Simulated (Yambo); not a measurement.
Given:

```
CELL_PARAMETERS angstrom
      3.70066     0.00000     0.00000
     -1.85033     3.20487     0.00000
      0.00000     0.00000    16.50000
ATOMIC_POSITIONS crystal
  H  0.00000 0.00000 0.10467
  O  0.00000 0.00000 0.04596
  Cl 0.33333 0.66667 0.89533
  Cd 0.66667 0.33333 0.98488
```

Workflow: PBEsol (pw.x of Quantum ESPRESSO, ONCV potentials, without SOC), then G0W0 in Yambo (6×6×1 Γ-centred k mesh, bands 5 to 100 and a 6 Ry block in the screening, 100 bands in G with the Bruneval-Gonze terminator, plasmon pole fitted at 27.2 eV, slab-truncated Coulomb interaction, stochastic integration of W near q = 0).

### Question
Give the PBEsol and G0W0 gaps between the band edges found on this mesh, and say where the edges lie.

### Answer
Edges: Γ → Γ. PBEsol: 2.56 eV; G0W0: 5.32 eV. Convergence of the G0W0 settings was not tested. Spin-orbit splittings are left out.

Geometry strained from the cell relaxed with PBEsol, atoms relaxed again.

This is a model layer cut from the bulk structure; whether it is stable on its own was not checked.
